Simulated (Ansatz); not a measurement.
CuTi4S8:
```xyz
13
Lattice="6.8000 0.0000 0.0000 -3.4000 5.8890 0.0000 0.0000 0.0000 5.8050" Properties=species:S:1:pos:R:3 pbc="T T T"
S      1.7045     0.9841     4.3669
S      0.0000     3.9260     4.4055
S      5.0955     0.9841     4.3669
S      3.4000     3.9208     4.3669
Ti     0.0000     0.0000     0.0000
Ti    -1.7000     2.9445     0.0000
Ti     3.4000     0.0000     0.0000
Ti     1.7000     2.9445     0.0000
S      0.0000     1.9682     1.4381
S     -1.6955     4.9049     1.4381
S      3.4000     1.9630     1.3995
S      1.6955     4.9049     1.4381
Cu     0.0000     0.0000     2.9025
```

This is the r²SCAN+D4-relaxed structure.

Q: All from r²SCAN+D4 in the plane-wave PAW code Ansatz, unless another level is named. Estimate the electronic character.

A: metallic (no gap).

Q: And the formation energy from the elements (no fitted shifts)?

A: -1.43 eV/atom.

Q: What about the density of states at the Fermi level?

A: 0.42 states/eV per atom (mean over ±0.08 eV).

Space group P-3m1. The cell is a constructed one: a structure type filled with these elements; neither database checked (COD, Materials Project) lists it. Whether it is the stable phase at ambient conditions was not checked. The r²SCAN+D4 relaxation kept the symmetry of its start; whether a distortion lowers the energy is not shown. No spin polarisation was allowed. With an odd number of electrons in the cell and no spin polarisation, the count alone makes it a metal. The references are the lowest solids computed at this level, not always the standard phases.

Potentials: the later of the program's two PAW sets.
